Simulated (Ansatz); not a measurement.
An Ansatz input:

```yaml
crystal:
  lattice:
    - [0.0, 2.4475242823, 2.4475242823]
    - [2.4475242823, 0.0, 2.4475242823]
    - [2.4475242823, 2.4475242823, 0.0]
  atoms:
    - { symbol: Mn, position: [0.125, 0.125, 0.125] }
    - { symbol: Mn, position: [0.875, 0.875, 0.875] }
hamiltonian:
  xc: r2scan
  pseudopotentials:
    kind: paw
    azcp:
      Mn: "pseudopotentials/Mn.paw.azcp"
basis:
  ecutwfc: 500
  fft_grid_basis: typed
kpoints:
  mp_grid: { grid: [13, 13, 13], shift: [0, 0, 0] }
magnetization:
  spin_polarized: false
scf:
  occupations: { method: fermi_dirac, width: 0.1 }
  lower_state_search: "off"
output:
  stress: true
  write_density: true
  write_potential: true
  elf: true
  volumetric_format: npy
```

Output

```
Engine: ansatz 0.2.0, x86_64-unknown-linux-gnu
Pseudopotentials: kind: paw
Pseudopotential: Mn, paw, valence charge 15, recommended cutoff 500 eV (meta_gga) 
Functional definition: r2SCAN
  parameter k0 = 0.174
  parameter k1 = 0.065
  parameter a1 = 4.9479
  exchange = r2scan_x(k0 = k0, k1 = k1, a1 = a1)
  correlation = r2scan_c
Crystal: 2 atoms, lattice volume = 29.323 Å³
Basis set: ecut = 500 eV, 725 PW (Γ), exchange–correlation on 108×108×108 points (64 copies of the dense FFT grid, shifted against one another)
Bands: 19, of which v1, the nominal top of the filled ones, is band 15 counted from 1 (14 counted from 0)
Symmetry: 48 space group operations
Space group: Fd-3m (ITA 227), of the structure as read, at distance tolerance 3.1e-5 Å
k-points: 84 of 2197
Non-local potential: Mn, projectors of the file, l = 0: 3, l = 1: 2, l = 2: 3, l = 3: 1
PAW form: soft (Blöchl's): semilocal exchange-correlation on the pseudo side does not see the compensation charge
PAW frozen core: Mn, regenerated for the run's functional (the file was generated under x = pbe(κ = 0.804, μ = 0.2195149727645171), c = pbe(β = 0.06672455060314922))
PAW one-centre angular grid: Mn, 590 points (default); XC on 160 Gauss nodes
Initial density: superposition of atomic densities (neutral atoms: chi_scale 0, normalization atom), corrected by the library's trained network
Initial wavefunctions: pseudopotential atomic-orbital guess
Functional: x = r2scan, c = r2scan; τ floored in thin density (d = 2e-4 eV/Å³)
SCF iter   1: F=-7804.183629 eV  HF=-7804.061327 eV  |F-HF|=1.22e-1  |Δ(HF+E_count)|=         —  Δρ=1.22e-2  dr2=1.32e-2  dr2_τ=1.26e-1  ethr=1.77e-3  ⟨swp⟩=3.2  Hψ=6356  notcnv=0
SCF iter   2: F=-7804.192170 eV  HF=-7804.196946 eV  |F-HF|=4.78e-3  |Δ(HF+E_count)|=   1.36e-1  Δρ=9.00e-3  dr2=1.64e-2  dr2_τ=3.54e-4  ethr=4.39e-5  ⟨swp⟩=2.0  Hψ=4200  notcnv=0
SCF iter   3: F=-7804.198875 eV  HF=-7804.197586 eV  |F-HF|=1.29e-3  |Δ(HF+E_count)|=   6.40e-4  Δρ=4.82e-3  dr2=3.46e-3  dr2_τ=2.67e-4  ethr=4.39e-5  ⟨swp⟩=2.0  Hψ=2856  notcnv=0
SCF iter   4: F=-7804.199644 eV  HF=-7804.200038 eV  |F-HF|=3.94e-4  |Δ(HF+E_count)|=   2.45e-3  Δρ=2.19e-3  dr2=9.08e-4  dr2_τ=1.55e-5  ethr=1.15e-5  ⟨swp⟩=2.0  Hψ=2517  notcnv=0
SCF iter   5: F=-7804.200032 eV  HF=-7804.200056 eV  |F-HF|=2.36e-5  |Δ(HF+E_count)|=   1.79e-5  Δρ=6.65e-4  dr2=8.34e-5  dr2_τ=1.41e-6  ethr=3.03e-6  ⟨swp⟩=2.1  Hψ=2491  notcnv=0
SCF iter   6: F=-7804.200101 eV  HF=-7804.200095 eV  |F-HF|=6.34e-6  |Δ(HF+E_count)|=   3.87e-5  Δρ=9.95e-5  dr2=3.76e-6  dr2_τ=3.65e-8  ethr=2.78e-7  ⟨swp⟩=2.0  Hψ=2210  notcnv=0
SCF iter   7: F=-7804.200104 eV  HF=-7804.200104 eV  |F-HF|=6.82e-8  |Δ(HF+E_count)|=   9.70e-6  Δρ=6.38e-5  dr2=1.31e-6  dr2_τ=6.94e-9  ethr=1.25e-8  ⟨swp⟩=2.0  Hψ=2231  notcnv=0
SCF iter   8: F=-7804.200105 eV  HF=-7804.200105 eV  |F-HF|=2.57e-8  |Δ(HF+E_count)|=   7.39e-7  Δρ=1.20e-5  dr2=3.68e-8  dr2_τ=4.24e-10  ethr=3.33e-10  ⟨swp⟩=7.0  Hψ=10526  notcnv=0
SCF 1 converged in 8 iterations: F = -7804.200105 eV  dr2 = 3.68e-8
SCF converged after 8 iterations
Free energy (F): -7804.200105 eV
Harris-Foulkes:  -7804.200105 eV  (|F-HF|=2.57e-8)
Internal energy: -7804.151346 eV  (E = F + TS)
E sigma→0 (E₀):  -7804.175726 eV
Entropy (-TS):   -0.048759 eV (-24.380 meV/atom)
Fermi energy:    13.514415 eV
--- Per-component energies (eV) ---
  E_band       = -540.226088
  E_kinetic    = 620.728631
  E_local      = -4292.760374  (includes V_loc(G=0)·N_el)
  E_nonlocal   = 483.466643
  E_hartree    = 1789.641597
  E_xc         = -220.859158
  E_vxc        = -326.006622  (∫ρ·V_xc dr)
  E_paw        = -2618.404669  (= ΣΔE_a)
  E_vpaw       = -627.730512  (= ΣTr[D̂ρ^β])
  E_aug_tail   = -0.000009  (compensation charges beyond the density's cutoff)
  E_vtau       = 22.777093  (kinetic-family band-sum trace: ∫τ·v_τ [+ j·A + Jᵃ·Aᵃ] dr)
  E_ewald      = -3565.397920
  E_core_change = -0.566086  (= ΣΔE_core)
  E_smearing   = -0.048759  (= −TS)
  E_closure    = -0.000000  (closes the sum)
  Σ components = -7804.200105   (vs F -7804.200105, Δ=0.00e0)
--- Stress (GPa, compression-positive) ---
       -0.001550       0.000000      -0.000000
       -0.000000      -0.001550      -0.000000
        0.000000       0.000000      -0.001550
  P = ⅓ Tr σ = -0.0016 GPa (-0.016 kbar)
--- Band table (eV; the first three rows and the last of 84) ---
  k-point 0: bands = ["-68.5438", "-67.9653", "-36.1928", "-36.1928", "-36.1928", "-35.3631", "-35.3631", "-35.3631", "6.9766", "11.2703", "11.2703", "11.5389", "11.5389", "11.5389", "13.9859", "13.9859", "13.9859", "16.0536", "16.0536"]
  k-point 1: bands = ["-68.5376", "-67.9716", "-36.1989", "-36.1989", "-36.1924", "-35.3645", "-35.3569", "-35.3569", "7.1063", "11.1625", "11.1625", "11.5476", "11.6848", "11.6848", "13.8963", "13.9752", "13.9752", "16.0491", "16.0491"]
  k-point 2: bands = ["-68.5195", "-67.9899", "-36.2154", "-36.2154", "-36.1913", "-35.3683", "-35.3403", "-35.3403", "7.4865", "11.0429", "11.0429", "11.5829", "11.8934", "11.8934", "13.6392", "13.9695", "13.9695", "16.0307", "16.0307"]
  k-point 83: bands = ["-68.2817", "-68.2295", "-36.3966", "-36.3795", "-35.8343", "-35.7290", "-35.1806", "-35.1664", "10.1703", "10.2438", "12.0240", "12.1327", "12.5533", "12.7222", "13.1418", "13.4375", "16.1313", "16.1516", "16.9760"]
```

Command:

```sh
ansatz run input.yaml --threads 1 --pin off --max-ram 3584MiB --backend cpu --events-out ev --progress --plain --runs-dir out
```

On 1 thread of Intel(R) Xeon(R) Platinum 8259CL CPU @ 2.50GHz (Skylake/Cascade Lake) (shared host) this took about 9.3 s of wall time and 9.3 s of CPU time.
